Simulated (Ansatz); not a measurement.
ScCu (CsCl type, Pm-3m) under volume change, DFT-r²SCAN in the program Ansatz with PAW potentials, scaled uniformly.

```json
[
 {"V (Å³/atom)": "15.438", "E − E(relaxed) (meV/atom)": "48.1", "P (GPa)": "10.93"},
 {"V (Å³/atom)": "15.947", "E − E(relaxed) (meV/atom)": "20.2", "P (GPa)": "6.71"},
 {"V (Å³/atom)": "16.456", "E − E(relaxed) (meV/atom)": "4.8", "P (GPa)": "3.10"},
 {"V (Å³/atom)": "16.965", "E − E(relaxed) (meV/atom)": "0.0", "P (GPa)": "0.00"},
 {"V (Å³/atom)": "17.474", "E − E(relaxed) (meV/atom)": "4.3", "P (GPa)": "-2.66"},
 {"V (Å³/atom)": "17.983", "E − E(relaxed) (meV/atom)": "16.5", "P (GPa)": "-4.94"},
 {"V (Å³/atom)": "18.491", "E − E(relaxed) (meV/atom)": "35.3", "P (GPa)": "-6.89"}
]
```

### Question
What does a third-order Birch–Murnaghan fit give for V₀, B₀ and B′?

### Answer
V₀ = 16.96 Å³/atom, B₀ = 95.4 GPa, B′ = 4.1.

The workflow started from an entry of the Crystallography Open Database (COD). Its standing as an ambient phase is unchecked. Symmetry was held in the r²SCAN relaxation; whether a distortion lowers the energy is not shown. No spin polarisation was allowed.

Potentials: the later of the program's two PAW sets.
